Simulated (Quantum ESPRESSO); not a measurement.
Al2ReTa4W in 6 site orders

These are calculations, not measurements. They come from Quantum ESPRESSO 7.5, a public plane-wave density functional program. Each row is one single-point run on a made-up periodic cell of eight metal atoms, with elements, volume, strain and displacements drawn at random and not relaxed, so a cell may be unstable or far from any real phase. There is no spin polarisation or spin-orbit coupling.

Settings: PBE unless stated; PseudoDojo standard norm-conserving files; Fermi-Dirac width 0.25 eV, which means electrons at about 2900 K; cutoff 1007 eV; 5 x 5 x 5 k mesh shifted half a step off Gamma. E is the free energy of the whole cell (internal energy minus TS), so a -TS column is already part of it. Stress is positive in tension, and the pressure P is minus a third of its trace.

Checks: one run of this series was repeated at a higher cutoff and on a denser mesh, which moved values by no more than 0.004 eV, 0.04 GPa and 0.006 eV/Å, and a second program with other atomic files agreed on it to 2 % rms in force and 0.5 GPa in pressure. Known limits: heavy elements are run without spin-orbit coupling, which real alloys of them have; a spin test at this wide smearing found no moment, but such smearing suppresses magnetism that the real alloy may have.

The lattice is hexagonal close-packed, and the cell vectors in Å are (2.794, 0.054, 4.591); (2.836, -0.038, -4.617); (-2.800, 4.922, 0.062), a volume of 127.75 Å³. The runs put one composition on the same eight displaced sites in different orders. E is counted from run 1, and the rms force is over all 24 components. Nothing is relaxed, so E mixes bonding between neighbours with strain on unrelaxed sites, and it is not an ordering energy.

| run | elements on sites 1 to 8 | E (eV) | -TS (eV) | rms force (eV/Å) | largest force (eV/Å) | P (GPa) |
|---|---|---|---|---|---|---|
| 1 | W Al Re Ta Al Ta Ta Ta | 0.000 | -1.292 | 1.582 | 3.18 | 20.77 |
| 2 | Ta Al Ta W Ta Al Re Ta | 0.697 | -1.351 | 1.815 | 4.22 | 23.15 |
| 3 | Re Ta Al W Ta Ta Ta Al | -0.006 | -1.270 | 1.333 | 2.87 | 20.76 |
| 4 | Ta Ta W Al Re Ta Ta Al | -0.332 | -1.306 | 1.268 | 3.06 | 20.11 |
| 5 | Ta W Re Ta Ta Ta Al Al | 0.437 | -1.291 | 1.710 | 4.42 | ? |
| 6 | Al Re Ta W Al Ta Ta Ta | 0.073 | -1.383 | 1.526 | 3.89 | 19.87 |

## Worked fit

A straight line through the runs shown gives P = 20.67 + 3.09 E GPa with E in eV, an error of 0.91 on the slope and a scatter of 0.68 GPa. At this fixed volume the orders of higher energy tend to have the higher pressure.

## Withheld value

Question: what pressure should run 5 give?

The fit gives 22.02 ± 0.81 GPa. The calculation gave 21.47 GPa.
